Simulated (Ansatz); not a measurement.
# SnSe: pressure against volume

SnSe, Fm-3m, a = 5.893 Å. This isn't the usual stable structure of the compound. Ansatz: LDA, PAW, 420 eV, Γ-centred 8×8×8 mesh on 2 atoms, Gaussian smearing 0.02 eV; no spin polarisation. Symmetry fixes shape and atoms, so the cell is only scaled; pressure is positive in compression.

```
V (Å³/atom) P (GPa)
     24.050     4.25
     24.817        ?
     25.585    -0.01
     26.353    -1.68
     27.120    -3.11
```

Problem. Take V0 = 25.585 Å³/atom, count pressures from its P0 = -0.01 GPa, fit the third-order Birch–Murnaghan form to the other rows, and predict the missing pressure.

Solution. With the Eulerian strain f = ½[(V0/V)^(2/3) − 1] and y = (P − P0)/[3f(1 + 2f)^(5/2)], the form is the line y = B0 + 1.5 B0 (B0′ − 4) f. Rows (f, y): 0.02105, 60.9; -0.00976, 59.9; -0.01905, 59.8. Means f = -0.002587, y = 60.200; Σ(Δf)² = 0.0008812, ΣΔfΔy = 0.02528; the slope is their ratio. y = 60.27 + 28.69 f GPa, so B0 = 60.3 GPa and B0′ = 4 + 2 × (28.69)/(3 × 60.27) = 4.32. At V = 24.817, f = 0.01026, y = 60.56 and P = 1.95 GPa. The run gave 1.95 GPa, the same to the digits shown.